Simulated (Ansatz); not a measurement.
The start is a randomly generated symmetric cell of ZnNi (space group No. 186). Cell shape, volume and atoms are optimised at zero target pressure with PBEsol (plane waves to 420 eV, PAW, scalar-relativistic; Ansatz, a first-principles code). The first steps use a coarse 9×9×9 k-mesh.

Initial structure:
```yaml
crystal:
  lattice:
    - [4.31826, 0.00000, 0.00000]
    - [-2.15913, 3.73972, 0.00000]
    - [0.00000, 0.00000, 3.56169]
  atoms:
    - { symbol: Ni, position: [0.33333, 0.66667, 0.83482] }
    - { symbol: Ni, position: [0.66667, 0.33333, 0.33482] }
    - { symbol: Zn, position: [0.00000, 0.00000, 0.15407] }
    - { symbol: Zn, position: [0.00000, 0.00000, 0.65407] }
```
Spin-polarised start, with parallel moments on Ni.

```yaml
energy_released: about 2.0 eV/atom
Shortest distances (start → end): "The closest pairs of elements (up to four, under 3.6 Å), start → end: Zn–Zn 1.78 → 2.59 Å; Ni–Zn 2.57 → 2.49 Å; Ni–Ni 3.06 → 2.59 Å"
band_gap_at_the_end: zero (metallic)
moments_at_the_end: zero (the starting moments vanished)
optimiser_moves: 43
```

The end point of the relaxation:

```cif
data_Ni2Zn2
_chemical_formula_sum 'Ni2 Zn2'
_space_group_name_H-M_alt 'P63/mmc'
_space_group_IT_number 194
_space_group_name_Hall '-P 6c 2c'
_cell_length_a 2.59195
_cell_length_b 2.59195
_cell_length_c 7.97674
_cell_angle_alpha 90.000
_cell_angle_beta 90.000
_cell_angle_gamma 120.000
loop_
_atom_site_label
_atom_site_type_symbol
_atom_site_symmetry_multiplicity
_atom_site_Wyckoff_symbol
_atom_site_fract_x
_atom_site_fract_y
_atom_site_fract_z
_atom_site_occupancy
Ni1 Ni 2 c 0.33333 0.66667 0.25000 1
Zn1 Zn 2 a 0.00000 0.00000 0.00000 1
```

Final values are on a 20×20×6 k-mesh of the relaxed cell. The start holds a very short contact (Zn–Zn 1.78 Å). No spin polarisation in the result: the starting moments vanished. A magnetic state may lie lower.

The run could not lose the symmetry of its start; a randomly shaken copy of 8 atoms returns to this structure.

The relaxed structure here is a generated cell of ZnNi: the first start was made by a random draw of sites in a space group, and the end was not matched to a known phase here, so it may be hypothetical.
